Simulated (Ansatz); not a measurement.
Computed with Ansatz (plane waves, PAW, 420 eV cutoff): PBEsol, scalar-relativistic, no spin polarisation, Γ-centred 8×8×8 mesh, 0.05 eV Gaussian smearing. The datasets are Ansatz's generated set soft_2.

A compound SrX has these computed properties.

```yaml
Space_group: Cmcm (No. 63)
Conventional_cell: a = 5.031 Å, b = 12.175 Å, c = 4.622 Å, α = 90.00°, β = 90.00°, γ = 90.00°
Volume: 35.39 Å³/atom
Band_gap: zero (metallic)
Density_of_states_at_the_Fermi_level: about 0.4 states/(eV·atom)
Formation_energy_from_the_elements_0_K_uncorrected: -0.58 eV/atom
Bulk_modulus_Birch–Murnaghan: 31 GPa
Pressure_derivative_B0′: 4.8
```

Sites: Sr on 4c, X on 4c.

Task: Which element is X?
A. Tl
B. Bi
C. Pb
D. Hg

Result: C. X is Pb, so the compound is SrPb.

The start was a prototype's sites filled with these elements; the Crystallography Open Database holds the compound in this structure.

For elements this heavy, spin–orbit coupling would shift levels and gaps; it isn't included here.
